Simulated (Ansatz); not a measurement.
Input file for Ansatz (a program for electronic structure):

Ansatz 0.2 input:
```yaml
crystal:
  lattice:
    - [3.8084286629, 0.0, 0.0]
    - [-1.9042143314, 3.2981959705, 0.0]
    - [0.0, 0.0, 24.9348305119]
  atoms:
    - { symbol: Zn, position: [0.3333333333, 0.6666666667, 0.1250524802] }
    - { symbol: Zn, position: [0.0, 0.0, 0.0002700272] }
    - { symbol: Zn, position: [0.6666666667, 0.3333333333, 0.6248684968] }
    - { symbol: Zn, position: [0.6666666667, 0.3333333333, 0.8752636518] }
    - { symbol: Zn, position: [0.0, 0.0, 0.7500757802] }
    - { symbol: Zn, position: [0.3333333333, 0.6666666667, 0.3750874493] }
    - { symbol: Zn, position: [0.0, 0.0, 0.4998711058] }
    - { symbol: Zn, position: [0.6666666667, 0.3333333333, 0.2500551946] }
    - { symbol: S, position: [0.6666666667, 0.3333333333, 0.3438189293] }
    - { symbol: S, position: [0.6666666667, 0.3333333333, 0.9689980491] }
    - { symbol: S, position: [0.3333333333, 0.6666666667, 0.2186489324] }
    - { symbol: S, position: [0.0, 0.0, 0.5934645974] }
    - { symbol: S, position: [0.0, 0.0, 0.0938445674] }
    - { symbol: S, position: [0.0, 0.0, 0.8438000314] }
    - { symbol: S, position: [0.3333333333, 0.6666666667, 0.4686603081] }
    - { symbol: S, position: [0.6666666667, 0.3333333333, 0.7186203989] }
kpoints:
  mp_grid: { grid: [5, 5, 1] }
hamiltonian:
  xc: hse06
  pseudopotentials: { kind: paw }
scf:
  n_extra_bands: 16
  occupations: { method: fixed }
output:
  eigenvalues: true
  eigenstates:
    e_range: [-9.0, 12.1]
    kpoints:
      - [0.0, 0.0, 0.0]  # VBM
      - [0.0, 0.0, 0.0]  # CBM
```

Output (shortened):

```
Pseudopotential: Zn, paw, valence charge 12
Pseudopotential: S, paw, valence charge 6
Functional definition: HSE06
davidson cushion auto → on  (no smearing: the cushion is to keep the highest requested band from converging to the state above it …
Crystal: 16 atoms, lattice volume = 313.205 Å³
Basis set: ecut = 420 eV, 6107 PW (Γ)
Bands: 88, of which v1, the nominal top of the filled ones, is band 72 counted from 1 (71 counted from 0)
Symmetry: 6 space group operations
Space group: P3m1 (ITA 156), of the structure as read, at distance tolerance 6.8e-5 Å
k-points: 5 of 25 (time reversal used)
SCF iter   1: F=—  HF=-33781.740326 eV  |F-HF|=—  |Δ(HF+E_count)|=         —  Δρ=1.66e-3  dr2=8.95e-3  ethr=1.77e-3  ⟨swp⟩=10.8  Hψ=2405  notcnv=0
preconditioner: auto → none
SCF iter   2: F=—  HF=-33781.744627 eV  |F-HF|=—  |Δ(HF+E_count)|=   4.30e-3  Δρ=1.34e-3  dr2=6.25e-3  ethr=6.22e-6  ⟨swp⟩=5.2  Hψ=1806  notcnv=0  defer=1
iter 3 solved again at ethr=3.30e-7 eV; its pass at ethr=4.34e-6 eV (dr2=4.75e-4 eV) is discarded
SCF iter   3: F=—  HF=-33781.742794 eV  |F-HF|=—  |Δ(HF+E_count)|=   1.83e-3  Δρ=2.44e-4  dr2=4.90e-4  ethr=3.30e-7  ⟨swp⟩=2.8  Hψ=2259  notcnv=0
SCF iter   4: F=-33781.742956 eV  HF=-33781.742867 eV  |F-HF|=8.89e-5  |Δ(HF+E_count)|=   7.23e-5  Δρ=1.39e-4  dr2=1.12e-4  ethr=3.30e-7  ⟨swp⟩=4.4  Hψ=1077  notcnv=0
SCF 1 stopped early in 4 iterations: F = -33781.742956 eV  dr2 = 1.12e-4
Crystal: 16 atoms, lattice volume = 313.205 Å³
Exchange kernel: α = 0.2500, screened, ω = 0.2079 Å⁻¹, Wigner–Seitz truncation, v(0) = 1044.3910 eV·Å³, q-mesh 5×5×1, nearest image of the exchange supercell L …
Frozen-core exchange: fock
SCF iter   1: F=—  HF=-33787.352012 eV  |F-HF|=—  |Δ(HF+E_count)|=         —  Δρ=2.18e-2  dr2=7.79e-1  ethr=7.75e-7  ⟨swp⟩=9.0  Hψ=3104  notcnv=0
preconditioner: auto → none
SCF iter   2: F=—  HF=-33787.135549 eV  |F-HF|=—  |Δ(HF+E_count)|=   2.16e-1  Δρ=3.41e-3  dr2=5.17e-2  ethr=7.75e-7  ⟨swp⟩=6.0  Hψ=2292  notcnv=0
SCF iter   3: F=—  HF=-33787.159992 eV  |F-HF|=—  |Δ(HF+E_count)|=   2.44e-2  Δρ=4.63e-3  dr2=3.35e-2  ethr=7.75e-7  ⟨swp⟩=5.0  Hψ=2072  notcnv=0
SCF iter   4: F=—  HF=-33787.156753 eV  |F-HF|=—  |Δ(HF+E_count)|=   3.24e-3  Δρ=1.99e-3  dr2=5.77e-3  ethr=7.75e-7  ⟨swp⟩=4.0  Hψ=1608  notcnv=0
SCF iter   5: F=—  HF=-33787.165697 eV  |F-HF|=—  |Δ(HF+E_count)|=   8.94e-3  Δρ=1.09e-3  dr2=2.33e-3  ethr=7.75e-7  ⟨swp⟩=4.0  Hψ=1608  notcnv=0
SCF iter   6: F=—  HF=-33787.164977 eV  |F-HF|=—  |Δ(HF+E_count)|=   7.21e-4  Δρ=1.63e-4  dr2=1.46e-3  ethr=7.75e-7  ⟨swp⟩=4.0  Hψ=1611  notcnv=0
SCF iter   7: F=-33787.164683 eV  HF=-33787.164684 eV  |F-HF|=7.53e-7  |Δ(HF+E_count)|=   2.93e-4  Δρ=2.65e-5  dr2=6.67e-6  ethr=7.75e-7  ⟨swp⟩=3.6  Hψ=1048  notcnv=0
SCF 2 stopped early in 7 iterations: F = -33787.164683 eV  dr2 = 6.67e-6
hybrid outer 1: dexx = +8.805e-2 eV, tail = 3.04e-4 eV
Crystal: 16 atoms, lattice volume = 313.205 Å³
Exchange kernel: α = 0.2500, screened, ω = 0.2079 Å⁻¹, Wigner–Seitz truncation, v(0) = 1044.3910 eV·Å³, q-mesh 5×5×1, nearest image of the exchange supercell L …
Frozen-core exchange: fock
SCF iter   1: F=—  HF=-33787.159996 eV  |F-HF|=—  |Δ(HF+E_count)|=         —  Δρ=8.90e-5  dr2=1.99e-5  ethr=1.06e-6  ⟨swp⟩=3.2  Hψ=1010  notcnv=0
preconditioner: auto → none
iter 2 solved again at ethr=7.63e-10 eV; its pass at ethr=1.08e-8 eV (dr2=1.10e-6 eV) is discarded
SCF iter   2: F=—  HF=-33787.159999 eV  |F-HF|=—  |Δ(HF+E_count)|=   2.48e-6  Δρ=2.60e-5  dr2=2.28e-6  ethr=7.63e-10  ⟨swp⟩=2.0  Hψ=2649  notcnv=0
SCF iter   3: F=—  HF=-33787.160006 eV  |F-HF|=—  |Δ(HF+E_count)|=   7.40e-6  Δρ=2.35e-5  dr2=1.39e-6  ethr=7.63e-10  ⟨swp⟩=5.2  Hψ=1715  notcnv=0
SCF iter   4: F=—  HF=-33787.160006 eV  |F-HF|=—  |Δ(HF+E_count)|=   3.47e-7  Δρ=1.01e-5  dr2=1.71e-7  ethr=7.63e-10  ⟨swp⟩=3.0  Hψ=1111  notcnv=0
SCF iter   5: F=—  HF=-33787.160006 eV  |F-HF|=—  |Δ(HF+E_count)|=   1.99e-8  Δρ=3.31e-6  dr2=1.46e-7  ethr=9.32e-11  ⟨swp⟩=4.0  Hψ=1299  notcnv=0
SCF iter   6: F=-33787.160006 eV  HF=-33787.160006 eV  |F-HF|=2.07e-8  |Δ(HF+E_count)|=   1.78e-8  Δρ=1.53e-6  dr2=5.76e-8  ethr=7.59e-11  ⟨swp⟩=4.2  Hψ=1091  notcnv=0
SCF 3 converged in 6 iterations: F = -33787.160006 eV  dr2 = 5.76e-8
hybrid outer 2: dexx = +8.491e-6 eV, tail = 2.24e-7 eV, Δε = 3.96e-3 eV (about 1.31e-4 eV left of the loop's levels)
the search or the solves at the SCF's close seem to have found levels that the self-consistency loop had missed (the run counts 1) …
NSCF: frozen V_eff on 2 k-points
hybrid SCF converged: 2 outer / 13 inner (+4 warm-up), last move |dexx| = 8.49e-6 eV, tail = 2.24e-7 eV
Stability not checked (fock_operator)
Free energy (F): -33787.160005 eV
Frozen-core exchange: fock
Harris-Foulkes:  -33787.160005 eV  (|F-HF|=2.07e-8)
Internal energy: -33787.160005 eV  (E = F + TS)
E sigma→0 (E₀):  -33787.160005 eV
Fermi energy:    5.163846 eV
--- Per-component energies (eV) ---
  E_band       = -205.859094
  E_kinetic    = 1904.497299
  E_local      = -16380.865318  (includes V_loc(G=0)·N_el)
  E_nonlocal   = 5178.143487
  E_hartree    = 6891.691066
  E_xc         = -1494.119388
  E_vxc        = -895.188760  (∫ρ·V_xc dr)
  E_exx        = -425.917839  (= α·E_x^exact, valence–valence)
  E_paw        = -19418.132510  (= ΣΔE_a)
  E_vpaw       = -2943.981571  (= ΣTr[D̂ρ^β])
  E_aug_tail   = -0.002979  (compensation charges beyond the density's cutoff)
  E_ewald      = -10046.832369
  E_core_change = 4.378546  (= ΣΔE_core)
  E_smearing   =  0.000000  (= −TS)
  E_closure    =  0.000000  (closes the sum)
  Σ components = -33787.160005   (vs F -33787.160005, Δ=-7.28e-12)
  [band-id]    e_kinetic+e_local+e_nonlocal+2·e_hartree+e_vxc+2·e_exx+e_vpaw+e_augmentation_tail = -205.851387   (vs E_band -205.859094, Δ=7.71e-3)
--- Band table (eV; the first three rows and the last of 5) ---
  k-point 0: bands = ["-9.2189", "-9.0947", "-9.0859", "-8.7574", "-8.7573", "-8.3886", "-8.3796", "-8.2145", "-2.7735", "-2.7698", "-2.7698", "-2.7599", "-2.7591", "-2.7591", "-2.7472", "-2.7380", "-2.7380", "-2.7156", "-2.7156", "-2.7143", "-2.7143", …
  k-point 1: bands = ["-8.9394", "-8.8288", "-8.8206", "-8.5323", "-8.5322", "-8.2175", "-8.2085", "-8.0714", "-2.7483", "-2.7398", "-2.7275", "-2.7246", "-2.7159", "-2.7113", "-2.7054", "-2.6950", "-2.6911", "-2.6810", "-2.6732", "-2.6633", "-2.6598", …
  k-point 2: bands = ["-8.3618", "-8.2960", "-8.2900", "-8.1266", "-8.1264", "-7.9622", "-7.9548", "-7.8883", "-2.7012", "-2.6920", "-2.6845", "-2.6694", "-2.6660", "-2.6610", "-2.6485", "-2.6381", "-2.6326", "-2.6196", "-2.5860", "-2.5784", "-2.5778", …
  k-point 4: bands = ["-8.1093", "-8.0775", "-8.0730", "-7.9970", "-7.9967", "-7.9248", "-7.9199", "-7.8923", "-2.6880", "-2.6668", "-2.6492", "-2.6402", "-2.6341", "-2.6272", "-2.6158", "-2.6094", "-2.5987", "-2.5916", "-2.5689", "-2.5607", "-2.5423", …
```

Cost: roughly 8 core-minutes on shared cores.

The points marked VBM and CBM come from a semilocal run.

The workflow started from a Materials Project entry (that database holds measured and hypothetical structures alike); the Crystallography Open Database files this formula in space group No. 156, but the cells were not matched. It is not the phase usual at ambient conditions (space group No. 186, 216). The r²SCAN relaxation kept the symmetry of its start; whether a distortion lowers the energy is not shown.

Potentials: the later of the program's two PAW sets.

Ansatz is a plane-wave DFT program.
